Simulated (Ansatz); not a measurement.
**Kick test of a cell of MgZr2N4**

The structure comes from a generated guess, relaxed at this level; another structure or a mixture of phases may lie lower.

All numbers below come from Ansatz 0.2.0, DFT PBE, scalar-relativistic, plane waves, PAW. Plane waves to 420 eV, a k mesh through Γ of 10×10×10 on the computed 7-atom cell and Gaussian smearing (0.01 eV); no spin polarisation.

The cell below (7 atoms, space group Cmmm (No. 65)) is relaxed within its symmetry.

```yaml
crystal:
  lattice:
    - [2.20803, -5.58301, 0.00000]
    - [2.20803, 5.58301, 0.00000]
    - [0.00000, 0.00000, 3.80608]
  atoms:
    - { symbol: Mg, position: [0.00000, 0.00000, 0.00000] }
    - { symbol: Zr, position: [0.65486, 0.34514, 0.50000] }
    - { symbol: Zr, position: [0.34514, 0.65486, 0.50000] }
    - { symbol: N, position: [0.84023, 0.15977, 0.50000] }
    - { symbol: N, position: [0.15977, 0.84023, 0.50000] }
    - { symbol: N, position: [0.56716, 0.43284, 0.00000] }
    - { symbol: N, position: [0.43284, 0.56716, 0.00000] }
```

For the test it was strained at random (σ = 1.5 % a component), the atoms were moved at random (σ = 0.15 Å), and all was relaxed again on a coarse 6×6×6 mesh (in the run’s order of axes) with 0.20 eV smearing, with no symmetry imposed.

Q: What happens?

A: It doesn't return. The energy falls by 160 meV/atom on that mesh, the volume changes by -2.8 %, and the end has space group C2/m (No. 12) at a loose tolerance. Relaxed again on an 8×8×8 mesh with 0.02 eV smearing, the new structure lies 160 meV/atom below the first (mesh in the axes of the run's cell; the cell below is made exact in the group named). Space group C2/m (No. 12), monoclinic, a = 10.999 Å, b = 4.319 Å, c = 3.899 Å, β = 100.0°. Mg is surrounded by 2 N at 2.14 Å, 4 N at 2.28 Å and 4 Zr at 3.10 Å; Zr is surrounded by 6 N at 2.09–2.39 Å, 2 Mg at 3.10 Å and 3 Zr at 3.13–3.25 Å; N on its first site is surrounded by 3 Zr at 2.09–2.19 Å and 1 Mg at 2.14 Å; around N on its second site lie 1 N at 1.46 Å, 1 Zr at 2.11 Å, 2 Mg at 2.28 Å and 2 Zr at 2.30–2.39 Å.

```
CELL_PARAMETERS angstrom
5.49947 -2.15950 0.00000
5.49947 2.15950 0.00000
-0.67583 0.00000 3.83969
ATOMIC_POSITIONS crystal
Mg 0.00000 0.00000 0.50000
Zr 0.64582 0.64582 0.97481
Zr 0.35418 0.35418 0.02519
N 0.83862 0.83862 0.10525
N 0.16138 0.16138 0.89475
N 0.55042 0.55042 0.40030
N 0.44958 0.44958 0.59970
```
